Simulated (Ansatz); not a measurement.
A generator proposed this cell of LaSc2I.

```yaml
crystal:
  lattice:
    - [2.04225, 1.17910, 7.72645]
    - [-2.04225, 1.17910, 7.72645]
    - [0.00000, -2.35819, 7.72645]
  atoms:
    - { symbol: La, position: [0.50000, 0.50000, 0.50000] }
    - { symbol: Sc, position: [0.26793, 0.26793, 0.26793] }
    - { symbol: Sc, position: [0.73207, 0.73207, 0.73207] }
    - { symbol: I, position: [0.00000, 0.00000, 0.00000] }
```

Level of theory: DFT PBE, scalar-relativistic, plane waves, PAW (Ansatz). Plane waves to 420 eV, a k mesh through Γ of 6×6×6 on the computed 4-atom cell and Gaussian smearing (0.10 eV); no spin polarisation.

Formation energies are uncorrected and refer to the elements' standard structures at the same level.

Task: Estimate its pressure, forces and energy as it stands.

Result: The pressure is 3.6 GPa (the mean over three directions, positive in compression), the largest force is 0.19 eV/Å, and the energy is +0.19 eV/atom against the elements. The shortest distance is 2.80 Å.

Task: How much does it gain on relaxing, and where does it end?

Result: Relaxing gains about 0.42 eV/atom (the start's value is from the coarse mesh, so the gain is rough) in 14 ionic steps and ends at −0.23 eV/atom on the finer mesh. The symmetry stays R-3m (No. 166). The volume per atom grows by 3.1 %, from 27.9 to 28.8 Å³. The shortest distance goes from 2.80 Å (Sc–I) to 3.12 Å (Sc–I). The ratio c/a of the conventional cell changes by a factor of 1.46. Conventional cell: a = 3.636 Å, c = 30.149 Å. Around La lie 6 Sc at 3.43 Å and 6 La at 3.64 Å; Sc is surrounded by 3 I at 3.12 Å, 3 La at 3.43 Å and 6 Sc at 3.64 Å; I is surrounded by 6 Sc at 3.12 Å and 6 I at 3.64 Å.

The last run used a 12×12×12 mesh for its 4-atom cell and Gaussian smearing of 0.10 eV. Spin–orbit coupling, which can matter for I, is left out. The reference form of I is held partly by dispersion forces, which this level lacks. The relaxation can't lower the symmetry of the start. A later test with randomly moved atoms came back to the same energy, though modes that don't fit the test's cell weren't probed.
